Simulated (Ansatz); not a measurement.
TaAg:
```xyz
2
Lattice="2.8287 0.0000 0.0000 0.0000 2.8287 0.0000 0.0000 0.0000 4.4036" Properties=species:S:1:pos:R:3 pbc="T T T"
Ag     0.0000     0.0000     0.0000
Ta     1.4143     1.4143     2.2018
```

Relaxed with PBE. Special points in fractions of this cell's reciprocal vectors: Γ (0.000, 0.000, 0.000); X (0.000, 0.500, 0.000); M (0.500, 0.500, 0.000); Z (0.000, 0.000, 0.500); R (0.000, 0.500, 0.500); A (0.500, 0.500, 0.500).

Q: List the band energies nearest the Fermi level at these points for DFT-PBE with spin–orbit coupling in the program Ansatz with PAW potentials.

A: In eV from the Fermi level; about four levels below and three above (degenerate sets whole), none deeper than 8.9 eV; points with the same levels are listed once.

```csv
k,below,above
Γ,-1.98 -1.98 -1.51 -1.51,0.74 0.74 3.49 3.49
X,-1.34 -1.34 -0.30 -0.30,2.01 2.01 3.66 3.66
M,-3.11 -3.11 -1.69 -1.69,1.10 1.10 1.27 1.27
Z,-2.28 -2.28 -0.33 -0.33,2.62 2.62 2.89 2.89
R,-1.60 -1.60 -0.67 -0.67,0.27 0.27 2.45 2.45
A,-1.84 -1.84 -1.80 -1.80,1.95 1.95 6.12 6.12
```

Space group P4/mmm (L1₀ or tetragonal B2). The start of the workflow was typed in or built on a structure type; neither database checked (COD, Materials Project) lists it. Its standing as an ambient phase is unchecked. Symmetry was held in the PBE relaxation; its stability against distortions is not shown here. The run is not spin-polarised. Its formation energy is positive at this level, so the cell may be metastable or incomplete.

Potentials: the earlier of the program's two PAW sets.
